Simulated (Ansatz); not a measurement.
N:
```
CELL_PARAMETERS angstrom
      3.82971     0.00000     0.00000
     -1.91485     3.31662     0.00000
      0.00000     0.00000     8.16163
ATOMIC_POSITIONS crystal
  N  0.33333 0.66667 0.31699
  N  0.66667 0.33333 0.68301
  N  0.66667 0.33333 0.81699
  N  0.33333 0.66667 0.18301
```

Relaxed with r²SCAN. Special points in fractions of this cell's reciprocal vectors: Γ (0.000, 0.000, 0.000); M (0.500, 0.000, 0.000); K (0.333, 0.333, 0.000); A (0.000, 0.000, 0.500); L (0.500, 0.000, 0.500); H (0.333, 0.333, 0.500).

Task: List the band energies nearest the valence-band maximum at these points for r²SCAN in the plane-wave PAW code Ansatz.

Result: In eV from the valence-band maximum; about four levels below and three above (degenerate sets whole), none deeper than 8.9 eV; points with the same levels are listed once.

```tsv
k	below	above
Γ	-1.27 -1.27 -0.71 -0.05	9.20 9.20 9.38 9.38
M	-1.41 -1.36 -0.23 -0.02	8.16 8.61 8.93
K	-1.64 -1.64 -1.59 -0.09 -0.09	8.31 8.68 8.68
A	-1.28 -1.28 -1.28 -1.28 -0.37 -0.37	9.29 9.29 9.29 9.29
L	-1.39 -1.39 -0.14 -0.14	8.39 8.39 9.12 9.12
H	-1.63 -1.63 -1.62 -1.62 -0.11 -0.11	8.65 8.65 8.70 8.70
```

Space group P6_3/mmc. The first step of the workflow began from a Materials Project structure, measured or hypothetical; the Crystallography Open Database copy checked does not list it. It is not the usual solid phase (space group No. 205). The cell was relaxed with r²SCAN under the symmetry of its start. At this level the phase is mechanically unstable. The substance is a gas or liquid at ambient conditions. A crystal of weakly bound molecules computed without a dispersion correction: the cell and the soft elastic constants depend strongly on that.

Potentials: the later of the program's two PAW sets.
